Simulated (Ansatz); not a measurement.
A geometry of TiC away from equilibrium: step 19 of the relaxation of a relaxed TiC cell displaced along its unstable phonon at q = Γ (372i cm⁻¹), largest move 0.15 Å. Level of theory: r2SCAN (plane waves to 500 eV, PAW, scalar-relativistic; Ansatz, a program for electronic structure). Γ-centred k-mesh 10×10×10 on the run's cell (coarser than for final values), Fermi–Dirac smearing 0.05 eV.

```xyz
4
Lattice="-0.4766 2.3095 3.8042 2.3095 -0.4766 3.8042 1.8329 1.8329 0.0000" Properties=species:S:1:pos:R:3:forces:R:3 pbc="T T T" free_energy=-5510.278 pressure_GPa=2.3
Ti     2.7494     2.7494     5.8319    0.0000    0.0000   -0.0308
Ti     1.8329     1.8329     3.6786    0.0000    0.0000    0.0308
C      0.0000     0.0000     0.5230    0.0000    0.0000    0.0161
C      0.9165     0.9165     1.3791    0.0000    0.0000   -0.0161
```

Positions in Å, forces in eV/Å, free energy of the cell in eV (comparable only within this code, potentials and settings). Largest force: 0.03 eV/Å, on Ti1, Ti2 (atoms numbered as listed); the geometry lies 0.52 eV/atom above the end of its relaxation.

No spin polarisation in the result.

The run could not lose the symmetry of its start: the end is stationary, and may be a saddle point rather than a minimum.

The end of the path is a generated cell of TiC: the first start was made by placing the elements on the sites of a structure type, and the end was not matched to a known phase here, so it may be hypothetical. Known forms of TiC include space group No. 225.
